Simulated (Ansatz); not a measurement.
This is a single-point calculation with Ansatz 0.2.0 on Ga4AsN3, ordered on the zincblende lattice (Pmm2) with 8 atoms a cell; the level of theory is r2SCAN. The cell was relaxed beforehand with r2SCAN.

Input (YAML):
```yaml
crystal:
  lattice:
    - [3.3720902205, 0.0, 0.0]
    - [0.0, 6.8528605964, 0.0]
    - [0.0, 0.0, 4.7291015999]
  atoms:
    - { symbol: "N", position: [0.0, 0.2260492452, 0.0022434329] }
    - { symbol: Ga, position: [0.5, 0.2143359261, 0.7757528002] }
    - { symbol: "N", position: [0.5, 0.0, 0.5041734566] }
    - { symbol: Ga, position: [0.0, 0.0, 0.2723242265] }
    - { symbol: "N", position: [0.0, 0.7739507548, 0.0022434329] }
    - { symbol: Ga, position: [0.5, 0.7856640739, 0.7757528002] }
    - { symbol: As, position: [0.5, 0.5, 0.5024405076] }
    - { symbol: Ga, position: [0.0, 0.5, 0.1650693433] }
kpoints:
  mp_grid: { grid: [8, 4, 6] }
  band_path:
    path:
      - [0.0, 0.0, 0.0]
      - [0.5, 0.0, 0.0]
      - [0.5, 0.5, 0.0]
      - [0.0, 0.5, 0.0]
      - [0.0, 0.0, 0.5]
      - [0.5, 0.0, 0.5]
      - [0.5, 0.5, 0.5]
      - [0.0, 0.5, 0.5]
      - [0.1, 0.0, 0.0]
      - [0.0, 0.3, 0.0]
    npoints: 1
hamiltonian:
  xc: r2scan
scf:
  occupations: { method: fermi_dirac, width: 0.02 }
  n_extra_bands: 6
output:
  forces: true
  stress: true
  eigenvalues: true
  write_density: true
  write_potential: true
  elf: true
  volumetric_format: npy
```

Command: `ansatz run input.yaml --threads 4 --pin off --max-ram 6451MiB --backend cpu --events-out ev --progress --plain --runs-dir out`.

**Question.** It ran on 4 threads of Arm Neoverse V1, with other jobs on the host. About how long did it take, and what peak of host memory did it reach?

**Answer.** About 34 s, with a peak of 0.77 GiB.

Main lines of the log:
```
scf.n_extra_bands = 6 over 41 filled bands (N_el = 82.0): the run solves 47 bands
Pseudopotential: N, paw, valence charge 5, recommended cutoff 500 eV (meta_gga)
Pseudopotential: Ga, paw, valence charge 13, recommended cutoff 500 eV (meta_gga)
Pseudopotential: As, paw, valence charge 15, recommended cutoff 500 eV (meta_gga)
Functional definition: r2SCAN
Crystal: 8 atoms, lattice volume = 109.282 Å³
Basis set: ecut = 500 eV, 2785 PW (Γ)
Symmetry: 4 space group operations
Space group: Pmm2 (ITA 25)
k-points: 60 of 192 (time reversal used)
SCF 1 converged in 10 iterations: F = -21182.959267 eV  dr2 = 6.40e-8
NSCF: frozen V_eff on 10 k-points
SCF converged after 10 iterations
Free energy (F): -21182.959267 eV
Internal energy: -21182.957725 eV  (E = F + TS)
E sigma→0 (E₀):  -21182.958496 eV
Entropy (-TS):   -0.001542 eV (-0.193 meV/atom)
Fermi energy:    11.077801 eV
--- Forces (eV/Å), atoms counted from 1 ---
  atom   1  N       0.00000    -0.00123      0.00143
  atom   2  Ga      0.00000    -0.00093    -0.00095
  atom   3  N       0.00000      0.00000      0.00315
  atom   4  Ga      0.00000      0.00000    -0.00430
  atom   5  N       0.00000      0.00123      0.00143
  atom   6  Ga      0.00000      0.00093    -0.00095
  atom   7  As      0.00000      0.00000    -0.00219
  atom   8  Ga      0.00000      0.00000      0.00237
--- Stress (GPa, compression-positive) ---
        0.002014       0.000000       0.000000
        0.000000      -0.023088       0.000000
        0.000000       0.000000      -0.028683
  P = ⅓ Tr σ = -0.0166 GPa (-0.166 kbar)
```

Levels at the listed points, from bands.tsv (eV from the Fermi energy, bands near the gap, counted from 0):
```tsv
# k_distance	band_36	band_37	band_38	band_39	band_40	band_41	band_42	band_43	band_44
# fermi_ev = 11.077801
# [0, 0, 0] at k_distance = 0.000000
# [0.5, 0, 0] at k_distance = 0.931645
# [0.5, 0.5, 0] at k_distance = 1.390081
# [0, 0.5, 0] at k_distance = 2.321726
# [0, 0, 0.5] at k_distance = 3.128864
# [0.5, 0, 0.5] at k_distance = 4.060510
# [0.5, 0.5, 0.5] at k_distance = 4.518945
# [0, 0.5, 0.5] at k_distance = 5.450590
# [0.1, 0, 0] at k_distance = 6.278956
# [0, 0.3, 0] at k_distance = 6.611187
# levels_relative_to = fermi_ev
0.000	-3.624	-2.977	-1.952	-1.728	-0.858	-0.016	1.086	2.880	3.643
0.932	-4.600	-4.124	-3.733	-3.709	-1.977	0.714	1.553	2.754	2.918
1.390	-4.821	-4.696	-3.902	-3.525	-3.459	2.010	2.493	2.768	3.000
2.322	-3.982	-3.193	-2.811	-2.648	0.028	1.132	1.344	2.404	3.705
3.129	-3.579	-3.257	-2.813	-2.217	-0.127	1.315	1.980	2.262	3.313
4.061	-5.247	-3.689	-2.955	-2.875	-2.010	0.561	2.819	3.969	4.638
4.519	-4.558	-3.811	-3.781	-3.407	-3.392	2.108	3.676	3.923	4.494
5.451	-3.784	-3.216	-2.867	-2.722	-0.176	1.582	2.384	3.231	3.732
6.279	-3.912	-3.504	-2.103	-1.730	-1.080	-0.228	1.429	3.234	4.024
6.611	-3.861	-3.163	-2.857	-2.273	0.013	0.260	1.884	2.313	3.458
```
In order the rows are Γ, X, S, Y, Z, U, R, T, Γ–X (0.20), Y–Γ (0.40).

Planar averages along the third cell vector, from rho_z.tsv and v_z.tsv (valence density with its augmentation; electrostatic potential energy of an electron, of which only differences have a meaning):
```tsv
z (Å)	ρ (e/Å³)	v_es (eV)
0.00	0.547	3.42
0.13	0.551	3.47
0.26	0.554	4.04
0.39	0.592	4.89
0.66	0.904	6.23
0.79	1.006	6.36
0.92	0.967	6.28
1.05	0.924	6.26
1.18	0.964	6.34
1.31	0.951	6.51
1.45	0.781	6.68
1.58	0.560	6.81
1.84	0.438	6.86
1.97	0.555	6.87
2.10	0.749	6.97
2.23	0.944	7.07
2.36	1.038	7.11
2.50	0.973	7.09
2.63	0.790	7.04
2.76	0.588	6.86
3.02	0.379	6.14
3.15	0.407	5.89
3.28	0.575	5.76
3.42	0.939	5.69
3.55	1.386	5.62
3.68	1.581	5.61
3.81	1.339	5.68
3.94	0.901	5.81
4.20	0.463	5.39
4.34	0.462	4.80
4.47	0.499	4.24
4.60	0.531	3.77
```

With r2SCAN the bands overlap by 0.26 eV (counted from 1, band 41 peaks at Y and band 42 bottoms out at Γ–X (0.20 of the way from Γ)): no gap. Edges are sought over the mesh and the listed points. The mean stress is close to zero (-0.02 GPa).

(Calculated; spin-unpolarised; the phase may be known or hypothetical.)

The runs are scalar-relativistic, without spin-orbit coupling.

Overlapping bands make a metal at that level, for which these meshes are coarse; small forces, stresses and energy differences are uncertain. A small overlap in a semilocal functional can be an artefact that a hybrid or GW lifts.
